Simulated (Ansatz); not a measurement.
A distorted cell of Ga (space group Cmce):

```xyz
8
Lattice="4.5746 -7.7399 0.0000 4.5746 0.0000 0.0000 0.0000 0.0000 4.5877" Properties=species:S:1:pos:R:3 pbc="T T T"
Ga     6.8619    -5.0550     4.1134
Ga     4.5746    -1.2349     4.3071
Ga     2.2873    -2.6850     0.4743
Ga     4.5746    -6.5050     0.2806
Ga     6.8619    -6.5549     1.8196
Ga     4.5746    -2.6351     2.0133
Ga     2.2873    -1.1850     2.7681
Ga     4.5746    -5.1048     2.5745
```

Method: PBE (plane waves to 420 eV, PAW, scalar-relativistic; Ansatz, a first-principles code). k mesh 6×12×10 (Γ-centred), Fermi-Dirac smearing 0.05 eV. Compression counts positive. With partly filled bands, energies and forces of such displacements shift with the k mesh and the smearing. Ga was relaxed with its symmetry unable to fall.

Q: What forces act on the atoms (eV/Å, Cartesian)?

A: 
```
atom     Fx      Fy      Fz
----  -----  ------  ------
Ga1   0.000   0.022   0.034
Ga2   0.000   0.040  -0.025
Ga3   0.000  -0.022  -0.034
Ga4   0.000  -0.040   0.025
Ga5   0.000  -0.022   0.034
Ga6   0.000  -0.040  -0.025
Ga7   0.000   0.022  -0.034
Ga8   0.000   0.040   0.025
```

(For displaced atoms, the force is minus the slope of the energy, and its curvature is a force constant, which sets phonon frequencies.)
